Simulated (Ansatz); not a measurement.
# Nd4O: relaxed-ion elastic tensor

Level of theory: DFT PBE, scalar-relativistic, plane waves, PAW, and for the lanthanide a 4f-in-core norm-conserving potential (Ansatz 0.2.0). Settings: 660 eV plane-wave cutoff, Γ-centred 8×8×8 mesh, Fermi-Dirac smearing of 0.15 eV. No spin polarisation.

The cell, relaxed at this level:
```xyz
5
Lattice="5.1307 0.0000 0.0000 0.0000 5.1307 0.0000 0.0000 0.0000 5.1307" Properties=species:S:1:pos:R:3 pbc="T T T"
Nd    0.0000    2.5654    2.5654
Nd    2.5654    0.0000    2.5654
Nd    2.5654    2.5654    0.0000
Nd    0.0000    0.0000    0.0000
O     2.5654    2.5654    2.5654
```

The cell was found from a structure generator's guess, not taken from experiment. In a metal, frequencies and elastic constants depend on the k mesh and the smearing, soft modes and shear constants most.

Question: Give the relaxed-ion elastic constants (GPa, Voigt order xx yy zz yz xz xy, on the Cartesian axes of the cell above).

Answer:
C11 = 72.6, C12 = 44.5, C13 = 44.5, C22 = 72.6, C23 = 44.5, C33 = 72.6, C44 = 37.6, C55 = 37.6, C66 = 37.6 GPa; the others vanish.

Question: Is the crystal stable against homogeneous strain?

Answer: Yes: the least eigenvalue of the tensor is 28.2 GPa.

Question: And the moduli of a polycrystal (Hill averages)?

Answer: B = 54 GPa, G = 25 GPa, E = 66 GPa, ν = 0.30.

The lanthanide is trivalent by construction, without f bands, f moments or other valences.
